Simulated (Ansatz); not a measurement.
Start of a relaxation, C put at a bridge Co-Co site (Co, P6_3/mmc (No. 194), (0 0 1) face):

```
CELL_PARAMETERS angstrom
2.45642 0.00000 0.00000
-1.22821 2.12732 0.00000
0.00000 0.00000 26.93883
ATOMIC_POSITIONS crystal
Co 0.66667 0.33333 0.31553
Co 0.33333 0.66667 0.38920
Co 0.66667 0.33333 0.46310
Co 0.33333 0.66667 0.53741
Co 0.66667 0.33333 0.60895
C 0.16667 0.83333 0.66908
```

Computed with DFT PBEsol, scalar-relativistic, plane waves, PAW (Ansatz). Settings: cutoff 420 eV, Γ-centred mesh 12×12×1 on the computed 6-atom cell, Gaussian smearing of 0.10 eV; collinear spin from starting moments 1.94 1.87 1.83 1.86 1.92 2 μB. The cell repeats along c with a dipole correction in the vacuum.

Atoms 1, 2 (counted from 1) are held. The cell is fixed. Force threshold 0.03 eV/Å.

Problem. Where does it end?

Solution. The energy falls by 0.953 eV in 10 steps, to:

```
CELL_PARAMETERS angstrom
2.45642 0.00000 0.00000
-1.22821 2.12732 0.00000
0.00000 0.00000 26.93883
ATOMIC_POSITIONS crystal
Co 0.66667 0.33333 0.31553
Co 0.33333 0.66667 0.38920
Co 0.66682 0.33318 0.46412
Co 0.33335 0.66665 0.53641
Co 0.66640 0.33360 0.61600
C 0.99976 0.00024 0.65558
```

The end is the local minimum or symmetric point that this start leads to. The slab is only 7.9 Å thick, so the energy isn't converged with thickness.

Cost: 1 run of about 25 core-minutes, on Intel Xeon Platinum 8259CL (Skylake/Cascade Lake) (shared hosts).